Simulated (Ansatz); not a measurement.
Consider the following.

Ag₂S:
```yaml
crystal:
  lattice:
    - [2.32178, -3.38213, 0.00000]
    - [2.32178, 3.38213, 0.00000]
    - [0.00000, 0.00000, 6.97634]
  atoms:
    - { symbol: Ag, position: [0.49997, 0.50003, 0.54166] }
    - { symbol: Ag, position: [0.50003, 0.49997, 0.04166] }
    - { symbol: Ag, position: [0.87686, 0.12314, 0.29171] }
    - { symbol: Ag, position: [0.12314, 0.87686, 0.79171] }
    - { symbol: S, position: [0.26080, 0.73920, 0.29163] }
    - { symbol: S, position: [0.73920, 0.26080, 0.79163] }
```

This is the LDA-relaxed structure. Tensor components refer to the Cartesian frame of this cell.

### Question
All from LDA (plane waves, PAW; program Ansatz), unless another level is named. Predict the smallest direct gap on the standard path.

### Answer
0.79 eV.

### Question
Give the band gap.

### Answer
0.62 eV (indirect).

### Question
Next, the valence-band maximum?

### Answer
at S (k = 0.000, 0.500, 0.000).

### Question
Predict the weight of the conduction-edge state by species (Voronoi cells).

### Answer
Ag 76 %, S 24 %.

### Question
What about the weight of the valence-edge state by species (Voronoi cells)?

### Answer
Ag 56 %, S 44 %.

Space group Cmcm. The first step of the workflow began from a Materials Project structure, measured or hypothetical; the Crystallography Open Database copy checked does not list it. COD files the formula under space group No. 4, 14, so this cell is another polymorph or a model. Whether it is the stable phase at ambient conditions was not checked. Symmetry was held in the LDA relaxation; of distortions, only those at the zone centre were tested. The run is not spin-polarised. Scalar-relativistic: spin–orbit coupling is off unless named, which matters more the heavier the elements.

Potentials: the later of the program's two PAW sets.
